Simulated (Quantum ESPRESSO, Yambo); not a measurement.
## Na$_{2}$NiO$_{2}$: DFT and GW levels

```xyz
10
Lattice="1.4327 -5.1082 0.0000 1.4327 5.1082 0.0000 0.0000 0.0000 8.3011" Properties=species:S:1:pos:R:3 pbc="T T T"
O      1.4327     2.2712     7.5247
O      1.4327    -2.2712     3.3742
O      1.4327     0.2026     0.7458
O      1.4327    -0.2026     4.8963
Na     1.4327    -1.0701     7.0357
Na     1.4327     1.0701     2.8851
Na     1.4327     3.5904     1.4047
Na     1.4327    -3.5904     5.5553
Ni     1.4327    -3.8613     0.0134
Ni     1.4327     3.8613     4.1640
```

The geometry is that of Materials Project entry mp-18765, symmetrised and not relaxed again.

Starting point: PBEsol (pw.x of Quantum ESPRESSO, ONCV potentials, no spin-orbit coupling). G0W0 in Yambo: 4×4×1 Γ-centred k mesh, bands 13 to 201 and a 7 Ry block in the screening, 201 bands in G with the Bruneval-Gonze terminator, plasmon pole fitted at 27.2 eV.

```json
{
 "PBEsol gap along the band path": "0.59 eV",
 "PBEsol gap between the mesh's edge points ((-0.5, -0.5, 0) → (0.25, -0.5, 0))": "0.61 eV",
 "G0W0 gap between the same points": "2.23 eV",
 "PBEsol smallest direct gap on the mesh (at (0.25, 0.25, 0))": "1.01 eV",
 "G0W0 direct gap at that point": "2.70 eV"
}
```

```csv
k point,band,E PBEsol (eV),E QP (eV),shift (eV),Z
Γ,VB,-0.04,-0.42,-0.38,0.71
Γ,CB,1.43,2.77,1.33,0.72
"(0, -0.5, 0)",VB,-0.04,-0.41,-0.37,0.72
"(0, -0.5, 0)",CB,1.00,2.32,1.32,0.72
"(0.25, 0.25, 0)",VB,-0.05,-0.42,-0.37,0.72
"(0.25, 0.25, 0)",CB,0.97,2.28,1.31,0.72
"(0.25, -0.5, 0)",VB,-0.42,-0.81,-0.38,0.71
"(0.25, -0.5, 0)",CB,0.61,1.86,1.25,0.73
"(-0.5, -0.5, 0)",VB,0.00,-0.37,-0.37,0.72
"(-0.5, -0.5, 0)",CB,1.46,2.79,1.33,0.72
```

Energies count from the PBEsol valence-band maximum.

Nearest settings tried, and what they do to the gap: 3 Ry block (89 vectors against 259): +612 meV. Not varied: bands in G, bands in W, mesh. So the settings aren't converged at that level.

The 3d shell has no Hubbard U; the runs are without spin polarisation, and magnetic order was not tried.
